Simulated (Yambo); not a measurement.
```xyz
10
Lattice="2.7878 1.6096 4.6444 -2.7878 1.6096 4.6444 0.0000 -3.2191 4.6444" Properties=species:S:1:pos:R:3 pbc="T T T"
O      0.3152     1.6096     8.1278
O     -0.3152    -1.6096     5.8056
O     -1.5515    -0.5318     8.1278
O      1.5515     0.5318     5.8056
O      1.2363    -1.0777     8.1278
O     -1.2363     1.0777     5.8056
Ag     0.0000     0.0000    10.4500
Ag     0.0000     0.0000     3.4833
Ta     0.0000     0.0000     0.0000
Ta     0.0000     0.0000     6.9667
```

TaAgO3 (space group R-3c, No. 167): mean Im ε in 1 eV windows above the direct gap of 3.73 eV, for different electron-hole kernels (Yambo, broadening 0.15 eV, LDA (pw.x of Quantum ESPRESSO, ONCV potentials, without SOC) bands; 4×4×4 mesh, 25 valence and 8 conduction bands, static screening with 96 bands and a 3 Ry block, scissor 1.83 eV, Tamm-Dancoff; field along x).

```csv
window (eV),independent quasiparticles,BSE
3.7 to 4.7,2.4,5.1
4.7 to 5.7,4.9,6.9
5.7 to 6.7,6.8,5.9
6.7 to 7.7,5.4,5.2
```

This run doesn't resolve bound excitons or single peaks, so only averages are given, and they too depend on the mesh; weight that the attraction moves below the gap isn't listed. All transitions below 8.04 eV are in the band window. The scissor comes from a G0W0 run whose convergence isn't established.

Spin-orbit coupling is left out, which matters for elements this heavy: edges can move by tenths of an eV.

Geometry of the Materials Project entry, not relaxed at this level.

The structure is a Materials Project entry; no match was found in the copy of COD used, and its stability was not checked.
